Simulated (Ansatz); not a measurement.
## Review of an SCF result for Co2

System: Co2, a molecule or cluster in a periodic box (not relaxed); the cell holds 2 atoms.

Method: DFT, PBE, norm-conserving potentials, plane waves, scalar-relativistic in Ansatz.

```yaml
crystal:
  lattice:
    - [8.1, 0, 0]
    - [0, 8.4, 0]
    - [0, 0, 9.6]
  atoms:
    - { symbol: Co, position: [0.5, 0.5, 0.3735], spin: 2 }
    - { symbol: Co, position: [0.5, 0.5, 0.6265], spin: -2 }
hamiltonian:
  xc: pbe
  pseudopotentials: { kind: nc }
kpoints:
  mp_grid: { grid: [1, 1, 1], shift: [0, 0, 0] }
magnetization:
  spin_polarized: true
scf:
  occupations: { method: fermi_dirac }
```

Settings in force: cutoff 1306 eV, smearing width 0.1 eV; default search for lower states.

The run converged after 134 iterations in all: opposed spins, site moments Co1 1.90, Co2 -1.90 μB, total 0.00 μB per cell.

Site moments are taken inside atomic spheres and don't add up to the total.

Question: The run converged. Is this the lowest state of the cell, and if not, what lies lower and how is it reached?

Answer: That can't be told from these runs. It is the lowest of 3 states reached by 5 converged runs, and the next lies 0.5 meV/atom higher (opposed spins, site moments Co1 1.90, Co2 -1.90 μB, total 0.00 μB per cell (the moments match the lowest state's, so the two differ in another way, such as which orbitals are filled)). The run first closed 100 meV/atom higher, and its search went on from there. That doesn't prove a ground state. States within about 5 meV/atom are too close for this mesh, smearing and search to settle their order. Only collinear spins were tried. No run was started with parallel moments, and none ended so: a high-spin state, which may lie lower, is missing here. No run without spin polarisation was made.
